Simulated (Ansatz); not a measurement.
The elements of this relaxed trial crystal are hidden behind letters.

```
lattice vectors (Å)
   4.4608    0.0000    0.0000
   0.0000    4.4608    0.0000
   0.0000    0.0000    4.4608
fractional positions
X 0.0000 0.5000 0.5000
X 0.5000 0.0000 0.5000
X 0.5000 0.5000 0.0000
Z 0.0000 0.0000 0.0000
```

Computed with Ansatz, DFT PBE, scalar-relativistic, plane waves, PAW. Cutoff 420 eV, Γ-centred 10×10×10 mesh (4-atom cell), Gaussian smearing of 0.10 eV, no spin polarisation.

| Property | Result |
| --- | --- |
| Space group | Pm-3m (No. 221) |
| Conventional cell | a = 4.461 Å |
| Volume per atom | 22.19 Å³ |
| Density | 2.84 g/cm³ |
| Energy over the elements | −0.22 eV/atom |
| Gap on the 10×10×10 mesh of the 4-atom cell | 0 eV (a metal) |

Energies are uncorrected and count from the elements' standard states at the same level.

Question: X is an s-block element of period 3 and Z is a p-block element of period 4. Which elements are they?

Answer: X = Mg, Z = Se, so the formula is Mg3Se. Density times volume gives a mean mass of 2.84 × 22.19/1.6605 = 38.0 u per atom, and this set has 38.0 u. Among the elements that the hints allow, noble gases aside, only these give it. Mg has 4 Se at 3.15 Å and 8 Mg at 3.15 Å; Se is surrounded by 12 Mg at 3.15 Å.

Symmetry constrained the relaxation, so the result can be a saddle point.
